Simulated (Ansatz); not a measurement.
# Is this Ir5Ru structure stable?

It was reached by relaxing an invented guess, and it needn't be the stable form of this composition.

The calculation used DFT PBE, scalar-relativistic, plane waves, PAW in Ansatz. Settings of the last relaxation (6-atom cell): 420 eV, 18×18×4 k points, Gaussian smearing of 0.10 eV, no spin polarisation.

```cif
data_structure
_symmetry_space_group_name_H-M 'P-3m1'
_symmetry_Int_Tables_number 164
_cell_length_a 2.7274
_cell_length_b 2.7274
_cell_length_c 13.3892
_cell_angle_alpha 90.000
_cell_angle_beta 90.000
_cell_angle_gamma 120.000
_cell_volume 86.26
loop_
_atom_site_label
_atom_site_type_symbol
_atom_site_symmetry_multiplicity
_atom_site_Wyckoff_symbol
_atom_site_fract_x
_atom_site_fract_y
_atom_site_fract_z
_atom_site_occupancy
Ru1 Ru 1 b 0.00000 0.00000 0.50000 1
Ir1 Ir 2 d 0.33333 0.66667 0.83311 1
Ir2 Ir 2 d 0.66667 0.33333 0.66383 1
Ir3 Ir 1 a 0.00000 0.00000 0.00000 1
```

The zero of energy is the elements' standard structures at the same level; no fitted shifts are applied.

Problem. These tests were run: energy against the elements; random kick, then relaxation without symmetry; phonons at Γ. What do they show?

Solution.

```
                                         test                       result
                  energy against the elements                −0.01 eV/atom
random kick, then relaxation without symmetry                      returns
                                 phonons at Γ  lowest optical mode 68 cm⁻¹
```

It fails none of these tests outright. Whether a mixture of other phases lies lower isn't tested here. Phonons away from Γ weren't computed. Undecided: energy against the elements (too near zero for this accuracy).

For metals, differences of a few meV/atom aren't resolved. Spin–orbit coupling, which can matter for Ir, is left out. The kick test ran on a coarse mesh. The run for the phonons used an 18×18×4 k mesh and Fermi–Dirac smearing of 0.15 eV.
